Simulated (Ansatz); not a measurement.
One crystal and one scan (frozen-phonon scan) at two levels, PBE (plane waves to 420 eV, PAW, scalar-relativistic; Ansatz, a program for electronic structure) and LDA (plane waves to 420 eV, PAW, scalar-relativistic; Ansatz), each from its own relaxed cell and on its own mesh. The cell shown is that of PBE.

Relaxed Sb (space group R-3m):

```
Sb
1.0
    4.37432     2.52551     7.69342
    0.00000     2.52551     7.69342
    0.00000    -2.52551     3.84671
Sb
4
Direct
  0.00000   0.26727   0.26727
  0.50000   0.26727   0.26727
  0.00000   0.73273   0.73273
  0.50000   0.73273   0.73273
```

The atoms are displaced by Q × the pattern below (from a DFPT mode at F = (0.5, 0.5, 0.0), largest move 1; Q in Å), at fixed cell. (q is in reciprocal vectors of the primitive cell; the cell shown is doubled to hold the pattern.)

```csv
atom,x,y,z
Sb1,0.000,0.610,-0.792
Sb2,0.000,-0.610,0.792
Sb3,0.000,0.610,-0.792
Sb4,0.000,-0.610,0.792
```

Sb was relaxed with its symmetry unable to fall. Spin-orbit coupling is left out, though Sb is heavy. With partly filled bands, energies and forces of such displacements shift with the k mesh and the smearing. Percentages come from the unrounded values. Both scans cover Q from -0.280 to 0.280 Å.

Results of PBE:

- Lattice constant a (Å) = 4.374
- Lattice constant c (Å) = 11.54
- Relaxed volume (Å³/atom) = 31.87
- Energy at Q = 0.280 Å (meV/cell) = 1048
- Space group of the distorted cell = P2_1/m (No. 11), lowered from R-3m
- Symmetry of the curve = even: the same for both signs
- Shape of the curve = a single well with its minimum at or next to zero displacement

### Question
What does LDA give for the same quantities?

### Answer
| quantity | LDA | PBE − LDA |
|---|---|---|
| Lattice constant a (Å) | 4.293 | +0.081 (+1.9 %) |
| Lattice constant c (Å) | 10.96 | +0.58 (+5.3 %) |
| Relaxed volume (Å³/atom) | 29.16 | +2.71 (+9.3 %) |
| Energy at Q = 0.280 Å (meV/cell) | 1147 | -99 (-8.7 %) |

PBE gives the higher value for: lattice constant a; lattice constant c; relaxed volume. PBE gives the lower value for: energy at Q = 0.280 Å. Both give the same space group of the distorted cell: P2_1/m (No. 11), lowered from R-3m. Neither level is exact: the differences show how much the result hangs on the functional.

(A displaced cell: forces are minus the slopes of the energy, force constants its curvatures, and phonons follow from these.)
